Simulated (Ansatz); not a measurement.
Values for one crystal, relaxed and computed with PBE (plane waves, PAW; program Ansatz); other levels are named.

- Volume per atom: 36.97 Å³
- Electronic character: metallic (no gap)
- Density of states at the Fermi level: 0.47 states/eV per atom (mean over ±0.08 eV)
- Pressure derivative B′: 3.7
- Mechanical stability: stable (all eigenvalues of C positive)
- Poisson's ratio: 0.34
- Elastic constants (relaxed ions, GPa): C11 = 8.7, C12 = 7.3, C44 = 6.2

Pick the material that matches.
A. Fe, bcc (W type)
B. Al, fcc (Cu type)
C. Ca, fcc (Cu type)
D. Na, bcc (W type)

D, Na, bcc (W type)

Space group Im-3m (bcc (W type)). The cell was relaxed with PBE under the symmetry of its start. As this level gives no gap, shear constants depend on the k-mesh and smearing (Fermi–Dirac, 0.1 eV here).

Potentials: the earlier of the program's two PAW sets.
